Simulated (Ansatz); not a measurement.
InP:
```
InP
1.0
    4.18173     0.00000     0.00000
   -2.09087     3.62149     0.00000
    0.00000     0.00000     9.39082
In P
3 3
Cartesian
  2.09368   0.00000   6.26055
 -1.04684   1.81318   3.13027
  1.04403   1.80831   0.00000
  2.09228   0.00000   1.56514
 -1.04614   1.81197   7.82569
  1.04473   1.80952   4.69541
```

Relaxed with PBE. Special points in fractions of this cell's reciprocal vectors: Γ (0.000, 0.000, 0.000); M (0.500, 0.000, 0.000); K (0.333, 0.333, 0.000); A (0.000, 0.000, 0.500); L (0.500, 0.000, 0.500); H (0.333, 0.333, 0.500).

**Question.** List the band energies nearest the Fermi level at these points for DFT-PBE in the program Ansatz with PAW potentials.

**Answer.** In eV from the Fermi level; about four levels below and three above (degenerate sets whole), none deeper than 8.9 eV; points with the same levels are listed once.

```json
[
 {"k": "Γ", "below": "-0.53 -0.53 -0.34 -0.22 -0.01", "above": "1.98 1.98 3.75 3.75"},
 {"k": "M", "below": "-1.99 -1.58 -1.39 -1.23", "above": "1.01 1.14 2.07"},
 {"k": "K", "below": "-2.90 -2.90 -1.97 -1.38 -1.38", "above": "0.55 2.37 2.37"},
 {"k": "A", "below": "-0.52 -0.44 -0.44 -0.17", "above": "1.59 1.59 1.89"},
 {"k": "L", "below": "-1.83 -1.81 -1.63 -1.42", "above": "1.02 1.77 2.51"},
 {"k": "H", "below": "-3.10 -3.10 -1.72 -1.06", "above": "2.39 2.44 2.44"}
]
```

Space group P6_222. The cell is a constructed one: a structure type filled with these elements; neither database checked (COD, Materials Project) lists it. It is not the phase usual at ambient conditions (space group No. 216). Symmetry was held in the PBE relaxation; its stability against distortions is not shown here. Point labels and valley counts follow the cell and symmetry of the run, lower than the named group. The Fermi level of a semimetal is unsure by some 0.05 eV on such meshes. Spin–orbit coupling is left out wherever it is not named.

Potentials: the later of the program's two PAW sets.
